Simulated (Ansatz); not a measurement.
Relaxed-ion elastic tensor of TiO2 (anatase, I4_1/amd) in GPa (Voigt order), LDA (plane waves, PAW; program Ansatz); density 4.01 g/cm³, 11.02 Å³ per atom.

|  | 1 | 2 | 3 | 4 | 5 | 6 |
|---|---|---|---|---|---|---|
| 1 | 390 | 164 | 160 | 0.0 | 0.0 | 0.0 |
| 2 | 164 | 390 | 160 | 0.0 | 0.0 | 0.0 |
| 3 | 160 | 160 | 203 | 0.0 | 0.0 | 0.0 |
| 4 | 0.0 | 0.0 | 0.0 | 46.6 | 0.0 | 0.0 |
| 5 | 0.0 | 0.0 | 0.0 | 0.0 | 46.6 | 0.0 |
| 6 | 0.0 | 0.0 | 0.0 | 0.0 | 0.0 | 61.6 |

Question: Is the crystal mechanically stable?

Answer: Yes: the smallest eigenvalue of C is 46.6 GPa.

Question: Work out the Voigt, Reuss and Hill averages.

Answer: K_V = 217, K_R = 191, K_H = 204; G_V = 64.1, G_R = 55.9, G_H = 60.0 GPa.

Question: Give Young's modulus, Poisson's ratio, Pugh's ratio and the universal anisotropy index.

Answer: E = 9KG/(3K + G) = 164 GPa; ν = 0.37; K/G = 3.40 (ductile by the Pugh limit of 1.75); A_U = 5G_V/G_R + K_V/K_R − 6 = 0.87.

Question: Estimate the sound speeds and the Debye temperature.

Answer: v_l = √((K + 4G/3)/ρ) = 8420 m/s, v_t = √(G/ρ) = 3870 m/s, mean 4360 m/s; Θ = (h/k)(3n/4πV)^(1/3) v_m = 583 K.

Question: Solve the Christoffel equation for the three sound speeds along x, y, z.

Answer: Eigenvalues of C_ijkl n_j n_l equal ρv². In km/s, slowest first: x 3.41, 3.92, 9.86; y 3.41, 3.92, 9.86; z 3.41, 3.41, 7.11.

Question: How much does each axis shrink under pressure?

Answer: Linear compressibilities β_i = Σ_j S_ij (j = 1 to 3): x 0.70, y 0.70, z 3.8 per TPa.

The LDA relaxation kept the symmetry of its start; of distortions, only those at the zone centre were tested. The run is not spin-polarised.

Potentials: the earlier of the program's two PAW sets.
